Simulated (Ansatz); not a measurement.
SiSe₂ (anatase, space group No. 141), DFT-PBE in the program Ansatz with PAW potentials, all energies at zero smearing, with the estimated change up to a 700 eV cutoff added, with one set of potentials and settings (totals compare only within such a set). Cell of 6 atoms (2 Si, 4 Se): -23148.280 eV.

```json
[
 {"element": "Si", "reference phase": "Fd-3m, 2 atoms in the cell", "E (eV/atom)": "-635.8096"},
 {"element": "Se", "reference phase": "P3_121, 3 atoms in the cell", "E (eV/atom)": "-5469.0798"}
]
```

Formation energy per atom, worked out: (-23148.280 − 2×(-635.8096) − 4×(-5469.0798))/6 = -0.057 eV/atom (-5 kJ per mol of atoms), at 0 K, without zero-point energy or fitted corrections.

Space group I4_1/amd (anatase). A made-up cell: these elements were put on the sites of a structure type; neither database checked (COD, Materials Project) lists it. COD files the formula under space group No. 72, so this cell is another polymorph or a model. Its standing as an ambient phase is unchecked. The cell was relaxed with PBE under the symmetry of its start; whether a distortion lowers the energy is not shown. The references are the lowest solids computed at this level, not always the standard phases.

Potentials: the later of the program's two PAW sets.
